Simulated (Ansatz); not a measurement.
The relaxed structure here is a generated cell of Bi2Te3: the first start was made by placing the elements on the sites of a structure type, and the end was not matched to a known phase here, so it may be hypothetical. Known forms of Bi2Te3 include space group No. 166.

The end point of a relaxation of Bi2Te3. Space group R32 (No. 155). All values below come from PBEsol (plane waves to 420 eV, PAW, scalar-relativistic; Ansatz, a first-principles code).

Space group R32, hexagonal axes (No. 155); a = b = 7.3602 Å, c = 23.7018 Å, α = β = 90.00°, γ = 120.00°

```json
[
 {"atom": "Te", "site": "18f", "symmetry": "1", "x": "0.3274", "y": "0.0434", "z": "0.0759"},
 {"atom": "Bi", "site": "6c", "symmetry": "3.", "x": "0.0000", "y": "0.0000", "z": "0.1771"},
 {"atom": "Bi", "site": "6c", "symmetry": "3.", "x": "0.0000", "y": "0.0000", "z": "0.3490"}
]
```
(The calculation used a cell of 10 atoms; values per cell refer to that cell.)

```json
{
  "volume_per_atom": "37.07 Å³",
  "band_gap": "0.26 eV, indirect (valence top at Γ, conduction bottom at k = (0.1667, 0.1667, 0.3333)) (no spin-orbit coupling)",
  "smallest_direct_gap": "0.40 eV at k = (0.1667, 0.1667, 0.3333)",
  "shortest_distances": "Bi–Te 3.02 Å",
  "k-mesh": "6×6×6"
}
```

Band energies at high-symmetry points (eV from the VBM; labels of this space group; no spin-orbit coupling), from −5 eV up to 5.3 eV:

```
point                                                                                                                                                                                energies
-----  --------------------------------------------------------------------------------------------------------------------------------------------------------------------------------------
Γ             -4.62 -4.19 -4.19 -4.06 -4.06 -3.13 -2.96 -2.78 -2.78 -1.90 -1.90 -1.86 -1.12 -1.12 -0.99 -0.27 0.00 0.00 0.81 0.81 1.17 1.40 1.78 1.78 2.26 2.26 2.98 2.98 3.71 3.83 4.16 4.70
T                -4.73 -4.73 -4.48 -3.82 -3.82 -3.48 -3.03 -2.49 -2.49 -1.59 -1.59 -1.52 -1.01 -1.01 -1.00 -0.96 -0.39 -0.39 0.55 0.55 1.59 1.59 1.65 2.53 2.53 2.56 3.27 3.27 3.60 3.60 5.13
H2     -4.57 -4.39 -3.78 -3.64 -3.45 -3.34 -3.21 -2.83 -2.33 -2.20 -1.84 -1.43 -1.22 -1.09 -1.02 -0.96 -0.57 -0.56 0.66 1.01 1.06 1.39 1.65 1.68 2.22 2.49 2.72 3.12 3.25 3.46 4.61 4.84 5.17
H0     -4.57 -4.39 -3.78 -3.64 -3.45 -3.34 -3.21 -2.83 -2.33 -2.20 -1.84 -1.43 -1.22 -1.09 -1.02 -0.96 -0.57 -0.56 0.66 1.01 1.06 1.39 1.65 1.68 2.22 2.49 2.72 3.12 3.25 3.46 4.61 4.84 5.17
L           -4.41 -4.10 -3.78 -3.75 -3.07 -3.06 -3.00 -2.97 -2.53 -2.34 -2.21 -1.82 -1.40 -1.24 -1.18 -0.77 -0.72 -0.65 0.70 0.82 1.03 1.35 1.83 2.19 2.19 2.74 2.99 3.10 3.29 3.88 4.98 5.18
S0     -4.58 -4.12 -4.06 -3.65 -3.61 -3.23 -2.85 -2.57 -2.53 -2.13 -1.98 -1.85 -1.30 -1.14 -0.85 -0.80 -0.69 -0.55 0.65 1.09 1.12 1.47 1.51 1.86 1.97 2.29 2.96 3.16 3.26 3.37 4.64 4.91 5.03
S2     -4.58 -4.12 -4.06 -3.65 -3.61 -3.23 -2.85 -2.57 -2.53 -2.13 -1.98 -1.85 -1.30 -1.14 -0.85 -0.80 -0.69 -0.55 0.65 1.09 1.12 1.47 1.51 1.86 1.97 2.29 2.96 3.16 3.26 3.37 4.64 4.91 5.03
F      -4.56 -4.47 -4.41 -3.48 -3.42 -3.13 -3.06 -2.60 -2.56 -2.18 -2.08 -1.55 -1.35 -1.14 -0.89 -0.81 -0.43 -0.29 1.07 1.15 1.34 1.36 1.62 1.78 2.04 2.15 2.67 2.99 3.02 3.52 4.28 5.01 5.02
```

No spin polarisation in the result. Without spin-orbit coupling the bands of the heavy element are not split, so the gap can be far off.

The run could not lose the symmetry of its start: the end is stationary, and may be a saddle point rather than a minimum.

It was reached from a disturbed copy of a R32 (No. 155) cell, against which it lies -0.008 eV/atom.
